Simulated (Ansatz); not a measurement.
Nb, DFT, LDA, all-electron LAPW, scalar-relativistic (Ansatz 0.2.0), run on 1 thread of Intel(R) Xeon(R) 6975P-C (Granite Rapids) on a shared host.

The geometry is COD entry 1534903, unchecked; take it as a test cell. The listed cell was then made from it by scaling, straining or moving an atom.

Command: `ansatz run input.yaml --threads 1 --pin off --max-ram 3072MiB --backend cpu --events-out ev --progress --plain --runs-dir out`

```yaml
crystal:
  lattice:
    - [0.0, 2.0864154149, 2.0864154149]
    - [2.0864154149, 0.0, 2.0864154149]
    - [2.0864154149, 2.0864154149, 0.0]
  atoms:
    - { symbol: Nb, position: [0.0, 0.0, 0.0] }
kpoints:
  mp_grid: { grid: [13, 13, 13] }
  band_path:
    path:
      - [0.0, 0.0, 0.0]
      - [0.5, 0.0, 0.5]
      - [0.625, 0.25, 0.625]
      - [0.375, 0.375, 0.75]
      - [0.0, 0.0, 0.0]
      - [0.5, 0.5, 0.5]
      - [0.5, 0.25, 0.75]
      - [0.5, 0.0, 0.5]
    npoints: 5
scf:
  occupations: { method: fermi_dirac, width: 0.03 }
hamiltonian:
  xc: lda
  pseudopotentials: { kind: all_electron, lapw: { basis_error: 0.0005 } }
output:
  forces: true
  stress: true
  eigenvalues: true
```

(1) How large is the problem that the program sets up?

(2) About how long does it take, and how much memory does it use?

Answers

(1) 84 irreducible k-points, 137 plane waves at Γ, 19 bands.

(2) 4.3 s of wall time for 6 SCF iterations, with a peak of 0.31 GiB. Times on shared machines scatter by tens of per cent.
